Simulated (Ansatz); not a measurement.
## Mg-25 NMR of the central transition in Mg3MoN4

Cell: a Materials Project structure (computed, not necessarily an observed phase), atoms as given.

Space group C2/m (No. 12); a = 9.2084, b = 7.1719, c = 6.0706 Å, β = 90.64°.

| site | Wyckoff | site symmetry | x | y | z |
| --- | --- | --- | --- | --- | --- |
| Mg1 | 8j | 1 | 0.3826 | 0.2321 | 0.1685 |
| Mg5 | 4i | m | 0.1140 | 0.0000 | 0.3239 |
| Mo | 4i | m | 0.6698 | 0.0000 | 0.3298 |
| N9 | 4i | m | 0.1235 | 0.0000 | 0.6825 |
| N11 | 8j | 1 | 0.3767 | 0.7753 | 0.8197 |
| N15 | 4i | m | 0.3562 | 0.0000 | 0.3669 |

One atom of each set is listed; the run and its k-mesh use a cell of 16 atoms with edges of 5.84, 5.84, 6.07 Å.

Computed with Ansatz: DFT, r2SCAN, plane waves and PAW, scalar-relativistic, 500 eV cutoff, Γ-centred 5×5×5 k-points, Fermi–Dirac smearing 0.02 eV.

Mg-25 has I = 5/2 and Q = 199.4 mb (Pyykkö 2018); at 11.7 T its Larmor frequency is ν₀ = 30.5 MHz. Only the quadrupole interaction is simulated: positions count from each site's isotropic chemical shift, and J coupling is left out, as are shift anisotropy and dipolar coupling, which fast spinning averages.

(1) What does the Mg-25 spectrum (fast magic-angle spinning) show for each site?

Answers

(1) 

```json
{"site": "Mg1", "first shell": "5 N at 2.07–2.41 Å", "C_Q (MHz)": "4.78", "η": "0.85", "P_Q (MHz)": "5.33", "δ_QIS (ppm)": "-183", "breadth (kHz)": "12.5"}
{"site": "Mg5", "first shell": "5 N at 2.16–2.24 Å", "C_Q (MHz)": "4.24", "η": "0.21", "P_Q (MHz)": "4.27", "δ_QIS (ppm)": "-118", "breadth (kHz)": "8.12"}
```

δ_QIS = −(ν_Q²/30ν₀²)[I(I+1) − 3/4](1 + η²/3) × 10⁶ ppm with ν_Q = 3|C_Q|/[2I(2I−1)]; it falls as 1/B₀² in ppm, and the breadth as 1/B₀ in kHz.

The broadest static pattern spans 42 kHz. The table holds for spinning faster than that; slower spinning leaves sidebands.

At this cell the principal stresses reach 5 GPa in size with r2SCAN, which can matter for small gradients. The largest force is 0.5 eV/Å, so the atoms aren't at the calculated equilibrium and relaxing them would move these values.
